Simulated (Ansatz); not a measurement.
BeS:
```yaml
crystal:
  lattice:
    - [3.27126, 0.00000, 0.00000]
    - [-1.63563, 2.83299, 0.00000]
    - [0.00000, 0.00000, 5.20688]
  atoms:
    - { symbol: Be, position: [0.00000, 0.00000, 0.00000] }
    - { symbol: Be, position: [0.00000, 0.00000, 0.50000] }
    - { symbol: S, position: [0.33333, 0.66667, 0.25000] }
    - { symbol: S, position: [0.66667, 0.33333, 0.75000] }
```

Relaxed with PBEsol. The program Ansatz at the PBEsol level (PAW) gives a gap of 1.39 eV.

Problem. What gap does HSE06 give on the same cell (Ansatz, PAW)?

Solution. 2.24 eV, 0.85 eV more. The hybrid was solved on a coarser mesh and at special points; its gap is the smallest among all of these.

| k | v1 PBEsol | c1 PBEsol | v1 HSE06 | c1 HSE06 |
|---|---|---|---|---|
| Γ | 0.00 | 3.39 | (withheld) | (withheld) |
| A | -0.73 | 4.32 | (withheld) | (withheld) |
| K | -3.91 | 1.39 | -4.19 | 2.24 |
| H | -0.78 | 3.77 | -0.83 | 4.85 |
| M | -0.67 | 2.90 | (withheld) | (withheld) |
| L | -2.35 | 3.08 | (withheld) | (withheld) |

Problem. Top valence (v1) and lowest conduction level (c1) in eV from each method's valence maximum (which need not be a listed point): supply the withheld HSE06 values.

Solution. 
- Γ, v1 HSE06: 0.00
- Γ, c1 HSE06: 4.47
- L, v1 HSE06: -2.51
- L, c1 HSE06: 4.09
- M, v1 HSE06: -0.71
- M, c1 HSE06: 3.90
- A, v1 HSE06: -0.79
- A, c1 HSE06: 5.45

Cost on shared cores: the PBEsol run (SCF on a 10×10×6 mesh, then bands and DOS) about 9 core-seconds (a rough figure), the HSE06 run (SCF on 7×7×4, then a few points) roughly 60 core-seconds; the tasks are unlike.

Space group P6_3/mmc (NiAs type). The cell is a constructed one: a structure type filled with these elements; neither database checked (COD, Materials Project) lists it. COD files the formula under space group No. 216, so this cell is another polymorph or a model. Its standing as an ambient phase is unchecked. The PBEsol relaxation kept the symmetry of its start. At this level the phase is dynamically unstable (imaginary phonons).

Potentials: the later of the program's two PAW sets.
